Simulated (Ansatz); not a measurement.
V2OSe2, V2Se2O-type layer, relaxed and computed with two functionals in Ansatz (plane waves, PAW).

```tsv
functional	a (Å)	thickness (Å)
PBE	3.894	3.45
r²SCAN+D4	(withheld)	(withheld)
```

Problem. Complete the blanks.

Solution. 
- r²SCAN+D4, a (Å): 3.904
- r²SCAN+D4, thickness (Å): 3.42

Spin orders computed, not proven ground states: V2OSe2, V2Se2O-type layer with PBE antiferromagnetic; V2OSe2, V2Se2O-type layer with r²SCAN+D4 antiferromagnetic. All cells were relaxed under the symmetry of their starts (and spin orders); stability against distortions was not tested throughout. No Hubbard U is applied. Scalar-relativistic: spin–orbit coupling is off unless named, which matters more the heavier the elements. Constructed layers (a layer type filled with these elements): V2OSe2, V2Se2O-type layer; V2OSe2, V2Se2O-type layer.

Potentials: the later of the program's two PAW sets.

Ansatz (a program for electronic structure) is a plane-wave DFT program.
